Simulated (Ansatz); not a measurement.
SrBrF in space group P4/nmm (No. 129; Sr on 2c, Br on 2c, F on 2a), r²SCAN (plane waves, PAW; program Ansatz). The conduction-band minimum lies at Γ, with 1 equivalent valley. Second derivatives d²E/dk² of the lowest band at one valley (eV·Å²), along Cartesian directions:

| direction | d²E/dk² |
|---|---|
| [100] | 18.04 |
| [010] | 18.04 |
| [001] | 8.261 |
| [110] | 18.05 |
| [101] | 13.15 |
| [011] | 13.15 |

Question: Find the principal effective masses, the density-of-states mass and the conductivity mass.

Answer: Off-diagonal terms follow from H_xy = H[110] − (H_xx + H_yy)/2, and m*/mₑ = 7.620 eV·Å² over each eigenvalue: 0.42, 0.42, 0.92. One valley's DOS mass (m₁m₂m₃)^(1/3) = 0.55, conductivity mass 3/(Σ 1/mᵢ) = 0.52 mₑ.

Question: What effective density of states Nc follows at 300 K for parabolic valleys?

Answer: Nc = 2.509e19 × 1 × (0.55)^(3/2) ≈ 1.0e19 cm⁻³.

The workflow started from a Materials Project entry (that database holds measured and hypothetical structures alike); the Crystallography Open Database copy checked does not list it. Its standing as an ambient phase is unchecked. The r²SCAN relaxation kept the symmetry of its start; its stability against distortions is not shown here. Scalar-relativistic: spin–orbit coupling is off unless named, which matters more the heavier the elements.

Potentials: the later of the program's two PAW sets.

Edges and masses are those of Kohn–Sham bands, whose gap is no quasiparticle gap.
